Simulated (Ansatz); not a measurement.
In the program Ansatz at the r²SCAN level (PAW), NbC₂ in the MoSi2 or CaC2 type structure (I4/mmm) relaxes to a = 3.204 Å, c = 5.874 Å. Against the elements it lies at 0.42 eV/atom, with no fitted shifts.

Electronic character: metallic (no gap).

An equation-of-state fit gives a bulk modulus of 225 GPa. Bader charges are Nb +1.89, C -0.94 e.

The start of the workflow was typed in or built on a structure type; neither database checked (COD, Materials Project) lists it. Whether it is the stable phase at ambient conditions was not checked. The r²SCAN relaxation kept the symmetry of its start; whether a distortion lowers the energy is not shown. The run is not spin-polarised. The volume moved by -28 % from the start of the relaxation. Its formation energy is positive at this level, so the cell may be metastable or incomplete. The references are the lowest solids computed at this level, not always the standard phases. Spin–orbit coupling is left out wherever it is not named.

Potentials: the earlier of the program's two PAW sets.
